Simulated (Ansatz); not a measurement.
Ru (dhcp (α-La type), P6_3/mmc) at seven volumes, DFT-PBEsol in the program Ansatz with PAW potentials, shape and atoms relaxed at each. One row is withheld.

| V (Å³/atom) | P (GPa) |
|---|---|
| 12.168 | 40.39 |
| 12.569 | 24.56 |
| 12.971 | ? |
| 13.372 | 0.00 |
| 13.773 | -9.43 |
| 14.174 | -17.35 |
| 14.575 | -23.97 |

Task: Fit the shown pressures and predict the withheld one.

Result: P = (3/2)B₀(x^(7/2) − x^(5/2))[1 + (3/4)(B′ − 4)(x − 1)] with x = (V₀/V)^(2/3). Least squares on the six rows gives V₀ = 13.372 Å³/atom, B₀ = 342 GPa, B′ = 4.77. At V = 12.971, x = 1.0205 and P = 11.20 GPa. The run itself gave 11.22 GPa.

The start of the workflow was typed in or built on a structure type. Its sites differ from those of the usual phase in this space group: another stacking or structure type. The PBEsol relaxation kept the symmetry of its start; of distortions, only those at the zone centre were tested. The run is not spin-polarised.

Potentials: the later of the program's two PAW sets.
